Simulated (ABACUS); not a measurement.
**Variants of one calculation on TiTe2 (P-3m1, 3 atoms in the cell; from Materials Project mp-1907)**

```
TiTe2
1.0
    3.82421     0.00000     0.00000
   -1.91210     3.31186     0.00000
    0.00000     0.00000     6.71825
Ti Te
1 2
Direct
  0.00000   0.00000   0.00000
  0.66667   0.33333   0.74983
  0.33333   0.66667   0.25017
```

Base run A: PBE, numerical atomic orbitals TZP (confined pseudo-atomic orbitals; energy shift 0.01 Ry), PseudoDojo 0.5 standard norm-conserving PBE (tails mended) pseudopotentials (ABACUS 3.10.1), self-consistent single point.

Its settings: basis = TZP numerical atomic orbitals, energy shift 0.01 Ry; KPT = Gamma 7 7 4 0 0 0; basis_type = lcao; dft_functional = PBE; ecutwfc = 100 Ry; smearing_method = fd; smearing_sigma = 0.00734986 Ry; potentials = PseudoDojo 0.5 standard norm-conserving PBE (tails mended); symmetry = 1; symmetry_prec = 1e-05; ks_solver = scalapack_gvx; scf_nmax = 100; scf_thr = 1.0e-06; mixing_type = broyden; mixing_beta = 0.4.

The atom-centred basis is finite, which shifts total energies against plane waves. Forces and stress are left out: the polarisation orbitals used for some of these elements are too diffuse to give them reliably, and gaps can carry the same lack. The structure comes from a collection of computed structures, made at another level of theory; the collection holds predicted forms beside known ones. No clean gap shows at this smearing width and mesh (spacing up to 0.27 Å⁻¹); the mesh is coarse for partly filled bands, so the values carry mesh errors. Semi-local functionals can close small gaps.

ΔF is the free energy per atom less that of run A. 

Runs:
- B: smearing_sigma: 0.00734986 Ry → 0.00220496 Ry; KPT: Gamma 7 7 4 0 0 0 → Gamma 6 6 3 0 0 0
- C: ecutwfc: 100 Ry → 150 Ry
- D: scf_nmax: 100 → 200; mixing_ndim: default → 4
- E: scf_nmax: 100 → 200; mixing_type: broyden → plain; mixing_beta: 0.4 → 0.2
- F: ks_solver: scalapack_gvx → genelpa

| run | ΔF (meV/atom) | k-points |
|---|---|---|
| A | 0.00 | 28 |
| B | 9.0 | 17 |
| C | 0.03 | 28 |
| D | 0.00 | 28 |
| E | 0.00 | 28 |
| F | 0.00 | 28 |

Run B against A: The free energy goes up by 9.0 meV/atom.

Run C against A: The free energy hardly moves (within 1 meV/atom).

Run D against A: The free energy hardly moves (within 1 meV/atom).

Small differences between rows can be mesh errors.

The atomic orbitals were generated for these runs; they are not ABACUS's published sets and were checked against plane waves on a few crystals only.

“Tails mended”: in these copies of the files the far tail of each local potential was reset to the Coulomb form.
